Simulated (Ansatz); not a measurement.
According to r²SCAN (plane waves, PAW; program Ansatz), HfO2 in the orthorhombic phase (Pca2_1; Hf on 4a, O on 4a, O on 4a) relaxes to a = 5.247 Å, b = 5.030 Å, c = 5.059 Å. O on 4a has 3 nearest neighbours from 2.03 Å (trigonal planar). Against the elements it lies at -3.75 eV/atom, with no fitted shifts.

It is gapped at this level: 4.94 eV (indirect). The screened hybrid HSE06 puts the gap at 6.08 eV. Gap from r²SCAN with spin–orbit coupling: 4.89 eV. Electrons at the band edge weigh 1.3, 1.9, 4.7 mₑ (principal values). The hole mass is 1.0, 2.0, 24 mₑ (principal values).

The cell was relaxed with r²SCAN under the symmetry of its start. No spin polarisation was allowed. The references are the lowest solids computed at this level, not always the standard phases (solids in place of the gases). Spin–orbit coupling is left out wherever it is not named.

Potentials: the later of the program's two PAW sets.
